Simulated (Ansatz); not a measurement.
GaSb in space group P6_222 (No. 180; Ga on 3d, Sb on 3c), r²SCAN in the plane-wave PAW code Ansatz, all energies at zero smearing, with the estimated change up to a 700 eV cutoff added, with one set of potentials and settings (totals compare only within such a set). Cell of 6 atoms (3 Ga, 3 Sb): -30868.580 eV.

```tsv
element	reference phase	E (eV/atom)
Ga	Cmce, 4 atoms in the cell	-3790.2689
Sb	R-3m, 2 atoms in the cell	-6499.1272
```

Formation energy per atom, worked out: (-30868.580 − 3×(-3790.2689) − 3×(-6499.1272))/6 = -0.065 eV/atom (-6 kJ per mol of atoms), at 0 K, without zero-point energy or fitted corrections.

The start of the workflow was typed in or built on a structure type; neither database checked (COD, Materials Project) lists it. It is not the phase usual at ambient conditions (space group No. 216). The r²SCAN relaxation kept the symmetry of its start; whether a distortion lowers the energy is not shown. The references are the lowest solids computed at this level, not always the standard phases. Spin–orbit coupling is left out wherever it is not named.

Potentials: the later of the program's two PAW sets.
